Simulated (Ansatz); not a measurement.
OsC (rock salt, Fm-3m) at seven volumes, the program Ansatz at the PBE level (PAW), scaled uniformly. One row is withheld.

```json
[
 {"V (Å³/atom)": "9.377", "P (GPa)": "41.10"},
 {"V (Å³/atom)": "9.686", "P (GPa)": "25.11"},
 {"V (Å³/atom)": "9.995", "P (GPa)": "11.52"},
 {"V (Å³/atom)": "10.304", "P (GPa)": "0.00"},
 {"V (Å³/atom)": "10.613", "P (GPa)": "-9.74"},
 {"V (Å³/atom)": "10.922", "P (GPa)": "-18.01"},
 {"V (Å³/atom)": "11.231", "P (GPa)": "?"}
]
```

Question: Fit the shown pressures and predict the withheld one.

Answer: Third-order Birch–Murnaghan: P = (3/2)B₀(x^(7/2) − x^(5/2))[1 + (3/4)(B′ − 4)(x − 1)] with x = (V₀/V)^(2/3). Least squares on the six rows gives V₀ = 10.305 Å³/atom, B₀ = 352.7 GPa, B′ = 4.48. At V = 11.231, x = 0.9442 and P = -25.04 GPa. The run itself gave -25.00 GPa.

The start of the workflow was typed in or built on a structure type; neither database checked (COD, Materials Project) lists it. Whether it is the stable phase at ambient conditions was not checked. Symmetry was held in the PBE relaxation; its stability against distortions is not shown here. The run is not spin-polarised. Its formation energy is positive at this level, so the cell may be metastable or incomplete. Spin–orbit coupling is left out wherever it is not named.

Potentials: the earlier of the program's two PAW sets.
